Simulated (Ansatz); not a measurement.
Calculation log, LiCl (Fm-3m) (relaxation)

Level of theory: r²SCAN, PAW on Ansatz 0.2.0's default frozen-core files (fitted under PBE), scalar-relativistic.

Command:

```sh
ansatz run input.yaml --threads 1 --pin off --max-ram 2560MiB --backend cpu --events-out ev --progress --plain --runs-dir out
```

Input:

```yaml
crystal:
  lattice:
    - [0.0, 2.56477, 2.56477]
    - [2.56477, 0.0, 2.56477]
    - [2.56477, 2.56477, 0.0]
  atoms:
    - { symbol: Li, position: [0.0, 0.0, 0.0] }
    - { symbol: Cl, position: [0.5, 0.5, 0.5] }
kpoints:
  mp_grid: { grid: [16, 16, 16] }
scf:
  occupations: { method: fermi_dirac, width: 0.1 }
hamiltonian:
  xc: r2scan
  pseudopotentials: { kind: paw }
relax:
  f_tol: 0.002
  max_steps: 80
  cell: {}
output:
  forces: true
  stress: true
```

Output (shortened where marked):

```
Warning: RAYON_NUM_THREADS=1 ignored (pool sized by the plan → 1); use --threads N
Engine: ansatz 0.2.0, aarch64-unknown-linux-gnu
Pseudopotentials: kind: paw
Pseudopotential: Li, paw, valence charge 3, recommended cutoff 500 eV (meta_gga), Li.paw.azcp
Pseudopotential: Cl, paw, valence charge 7, recommended cutoff 500 eV (meta_gga), Cl.paw.azcp
Functional definition: r2SCAN
  parameter k0 = 0.174
  parameter k1 = 0.065
  parameter a1 = 4.9479
  exchange = r2scan_x(k0 = k0, k1 = k1, a1 = a1)
  correlation = r2scan_c
Crystal: 2 atoms, lattice volume = 33.742 Å³
Basis set: ecut = 500 eV, 869 PW (Γ), exchange–correlation on 108×108×108 points (64 copies of the dense FFT grid, shifted against one another)
Bands: 9, of which v1, the nominal top of the filled ones, is band 5 counted from 1 (4 counted from 0)
Symmetry: 48 space group operations
Space group: Fm-3m (ITA 225), of the structure as read, at distance tolerance 3.2e-5 Å
k-points: 145 of 4096
Non-local potential: Li, projectors of the file, l = 0: 3, l = 1: 2, l = 2: 1
Non-local potential: Cl, projectors of the file, l = 0: 2, l = 1: 2, l = 2: 2
[... 54 lines left out ...]
Fermi energy:    5.256218 eV
--- Per-component energies (eV) ---
  E_band       = -109.992935
  E_kinetic    = 183.675611
  E_local      = -322.446006  (includes V_loc(G=0)·N_el)
  E_nonlocal   = -4.964234
  E_hartree    = 94.013097
  E_xc         = -115.520324
  E_vxc        = -150.935749  (∫ρ·V_xc dr)
  E_paw        = -688.458608  (= ΣΔE_a)
  E_vpaw       = -11.380609  (= ΣTr[D̂ρ^β])
  E_aug_tail   = -0.000078  (compensation charges beyond the density's cutoff)
  E_vtau       = 8.031900  (kinetic-family band-sum trace: ∫τ·v_τ [+ j·A + Jᵃ·Aᵃ] dr)
  E_ewald      = -438.956199
  E_core_change = -0.136407  (= ΣΔE_core)
  E_smearing   = -0.000000  (= −TS)
  E_closure    = 0.000000  (closes the sum)
  Σ components = -1292.793148   (vs F -1292.793148, Δ=0.00e0)
--- Forces (eV/Å), atoms counted from 1 ---
  atom   1  Li    -0.00000000    -0.00000000    -0.00000000
  atom   2  Cl     0.00000000     0.00000000     0.00000000
  max |Σ_I F_I| component: 4.60e-30 eV/Å
--- Stress (GPa, compression-positive) ---
        0.001918      -0.000000      -0.000000
       -0.000000       0.001918      -0.000000
       -0.000000      -0.000000       0.001918
  P = ⅓ Tr σ = 0.0019 GPa (0.019 kbar)
--- Relaxed structure (3 steps of the walk, 3 accepted, 1 SCFs on fresh bases) ---
  F+E_penalty+E_count = -1292.79314834 eV   max|allowed force component| = 2.958e-30 eV/Å   (the final SCF, on the basis selected at the relaxed cell)
  cell:  # Å, volume = 33.4052 Å³
    - [3.0572232197373535e-34, 2.556198524210533, 2.556198524210533]
    - [2.556198524210533, 8.08891809078176e-34, 2.556198524210533]
    - [2.556198524210533, 2.556198524210533, 3.1209303587085595e-34]
  atoms:
    - { symbol: Li, position: [-1.3688595057008388e-36, 2.3466162954911318e-36, 2.3466162954879746e-36] }
    - { symbol: Cl, position: [0.49999999999999994, 0.49999999999999994, 0.49999999999999994] }
```

Self-consistency was reached.

Relaxation:

Relaxation of a crystal by Kohn-Sham DFT from the given cell to forces under 2 meV/angstrom; pressure positive in compression.

```
Volume change           : -0.999 %
Length change (a, b, c) : -0.334, -0.334, -0.334 %
Start pressure          : -0.34 GPa
```

Caveats: frozen-core PAW files fitted under PBE, their cores solved anew for the functional of the run; an audit marked the listed cell as up to 0.3 per cent off later refinements.

Cost: 19 s on 1 thread of Arm Neoverse V1, on a shared host, peak memory 0.43 GiB.
